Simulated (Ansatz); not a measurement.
All numbers below come from DFT PBE, scalar-relativistic, plane waves, PAW (Ansatz 0.2.0). All cells share a 420 eV cutoff and Γ-centred k meshes spaced at most about 0.3 Å⁻¹ (about 0.25 or finer for metals, 2π included). No spin polarisation in the final relaxations.

All energies are static (0 K, no zero-point motion). All come from trial cells, and lower structures may exist.

Question: Which of these relaxed structures of GeB₄P is the lowest in energy?
1.

```
Ge B P
1.0
     4.91245    0.00000    0.00000
     0.00000    3.18817    0.00000
    -0.21478    0.00000    8.66510
Ge B P
2 8 2
Cartesian
  1.1635 0.5751 8.3254
  3.5341 2.1692 0.3397
  0.5263 0.2634 6.3148
  3.0237 2.0674 5.6960
  -0.0453 0.2710 2.6511
  2.3975 1.9461 2.4815
  4.7429 1.8651 6.0139
  2.3002 0.3520 6.1836
  4.1714 1.8575 2.3503
  1.6739 0.4733 2.9691
  3.3885 2.8464 3.8757
  1.3091 1.2523 4.7894
```

2.

```
Ge B P
1.0
     3.01984    0.00000    0.00000
    -1.50992    2.61526    0.00000
     0.00000    0.00000    7.66105
Ge B P
1 4 1
Direct
  0.00000 0.00000 0.00000
  0.33333 0.66667 0.72598
  0.33333 0.66667 0.27402
  0.66667 0.33333 0.72598
  0.66667 0.33333 0.27402
  0.00000 0.00000 0.50000
```

3.

```
Ge B P
1.0
     1.51127    0.87253    8.19749
    -1.51127    0.87253    8.19749
     0.00000   -1.74507    8.19749
Ge B P
1 4 1
Direct
  0.00000 0.00000 0.00000
  0.57754 0.57754 0.57754
  0.09404 0.09404 0.09404
  0.90596 0.90596 0.90596
  0.42246 0.42246 0.42246
  0.50000 0.50000 0.50000
```

4.

```
Ge B P
1.0
     2.81811    0.00000    0.00000
     0.00000    2.81811    0.00000
     0.00000    0.00000    7.43233
Ge B P
1 4 1
Cartesian
  0.0000 0.0000 0.0000
  1.4091 0.0000 5.2647
  0.0000 1.4091 2.1677
  1.4091 0.0000 2.1677
  0.0000 1.4091 5.2647
  1.4091 1.4091 3.7162
```

Answer: 1. It has space group P2_1 (No. 4); the next, 3, with space group R-3m (No. 166), lies 81 meV/atom higher. Counting B or Ge atoms around P (for each partner element, those within 1.25 times its shortest distance or 1.15 times the sum of covalent radii, where it is the nearest in units of that sum or under 1.3), the lowest has P 5 and the next has P 2. The lowest and the next both hold B–B nets. Even the lowest lies +0.50 eV/atom against the elements.

No dispersion correction is applied, so the spacing and binding between layers, chains or molecules are poorly described (P6/mmm), and this can change margins and order among such cells. A magnetic state wasn't ruled out in cells without spin, among them R-3m, P6/mmm, P4/mmm. Cells relaxed within their symmetry can be saddle points. The P2_1 cell of GeB4P came from shaking the P6/mmm one. Some structure types and database cells were kept out of the candidates from the start, so a known form may be missing.
